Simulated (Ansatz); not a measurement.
Values for one crystal, relaxed and computed with DFT-r²SCAN+D4 in the program Ansatz with PAW potentials; other levels are named.

| Item | Result |
|---|---|
| Volume per atom | 25.38 Å³ |
| Band gap | 3.72 eV (indirect) |
| Electron effective mass with spin–orbit coupling | 0.36, 0.51, 0.78 mₑ (principal values) |
| Gap with spin–orbit coupling | 3.60 eV |
| HSE06 gap on the r²SCAN+D4 cell | 4.45 eV |
| Pressure derivative B′ | 12.1 |
| Hole effective mass | 0.41, 3.3, 4.2 mₑ (principal values) |

### Question
Pick the material that matches.
A. HgIBr, Cmc2_1 (Hg on 4a, I on 4a, Br on 4a)
B. H4BrN, P-43m (H on 4e, Br on 1b, N on 1a)
C. ZnBr2, R-3m (Zn on 3a, Br on 6c)
D. GaGeTe, R-3m (Ga on 6c, Ge on 6c, Te on 6c)

### Answer
C, ZnBr2, R-3m (Zn on 3a, Br on 6c)

The workflow started from an entry of the Crystallography Open Database (COD), which files this formula under 2 space groups. Whether it is the stable phase at ambient conditions was not checked. Symmetry was held in the r²SCAN+D4 relaxation; its stability against distortions is not shown here. Scalar-relativistic: spin–orbit coupling is off unless named, which matters more the heavier the elements.

Potentials: the later of the program's two PAW sets.
